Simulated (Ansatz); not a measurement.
Fe:
```
CELL_PARAMETERS angstrom
     -1.37562     1.37562     1.37562
      1.37562    -1.37562     1.37562
      1.37562     1.37562    -1.37562
ATOMIC_POSITIONS crystal
  Fe 0.00000 0.00000 0.00000
```
Starting moments (μB, in the order of the atoms Fe): 2.1.

Relaxed with LDA (plane waves, PAW; program Ansatz). Indices refer to the conventional cell of Im-3m, a = b = c = 2.751 Å, α = β = γ = 90.00°.

**Question.** Simulate the powder diffraction pattern (Cu Kα, λ = 1.54184 Å; lines above 1 %) up to 2θ = 90°.

**Answer.** Simulated powder pattern, Cu Kα, λ = 1.54184 Å (kinematic, ideal powder, no thermal factors, no anomalous dispersion; the 30 strongest lines at most, above 1 %, up to 2θ = 90°):

| 2θ (°) | d (Å) | I/Imax (%) | hkl |
|---|---|---|---|
| 46.69 | 1.945 | 100 | (110) |
| 68.17 | 1.376 | 14 | (200) |
| 86.69 | 1.123 | 28 | (211) |

Symmetry was held in the LDA relaxation. Magnetic state: ferromagnetic, chosen from 3 collinear starts compared on coarse meshes (ties went to the first, and starts can fall back to one state), not a proven ground state. Textbook magnetic order: ferromagnetic.

Potentials: the earlier of the program's two PAW sets.
